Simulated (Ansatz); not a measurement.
**Al: clamped-ion strain scan**

Theory: DFT PBEsol, scalar-relativistic, plane waves, PAW (Ansatz 0.2.0). The runs took a 420 eV cutoff, a Γ-centred 20×20×20 mesh and Gaussian smearing (0.15 eV). No spin polarisation. Energies are free energies at this smearing, counted from the undisturbed cell; pressure is positive in compression.

Reference structure (as given, not relaxed at this level; it stands at -1.9 GPa):

```yaml
crystal:
  lattice:
    - [0.00000, 2.02398, 2.02398]
    - [2.02398, 0.00000, 2.02398]
    - [2.02398, 2.02398, 0.00000]
  atoms:
    - { symbol: Al, position: [0.00000, 0.00000, 0.00000] }
```

The cell is strained by ε times the Voigt pattern (0, 0, 0, 0, 0, 1) (xx, yy, zz, yz, xz, xy; engineering shear) with fractional coordinates fixed. The cell is metallic on the mesh throughout.

```tsv
ε	ΔE (meV/atom)	stress summed along the pattern (GPa, tension positive)	pressure (GPa)
-0.1000	16.6	-3.56	-1.0
-0.0500	4.0	-1.58	-1.7
0.0000	0.0	0.00	-1.9
0.0125	0.2	0.39	-1.9
0.0250	1.0	0.78	-1.9
0.0375	2.2	1.19	-1.8
0.0625	6.2	1.97	-1.6
0.0750	?	2.43	?
0.0875	?	2.95	?
```

By symmetry 0.1000 repeats -0.1000, -0.0750 repeats 0.0750, 0.0500 repeats -0.0500, -0.0250 repeats 0.0250 in energy; the slope of the energy along the path changes sign there.

**Question.** Give the withheld values.

**Answer.** ΔE (meV/atom) at ε = 0.0750: 9.0; pressure (GPa) at ε = 0.0750: -1.4; ΔE (meV/atom) at ε = 0.0875: 12.5; pressure (GPa) at ε = 0.0875: -1.2.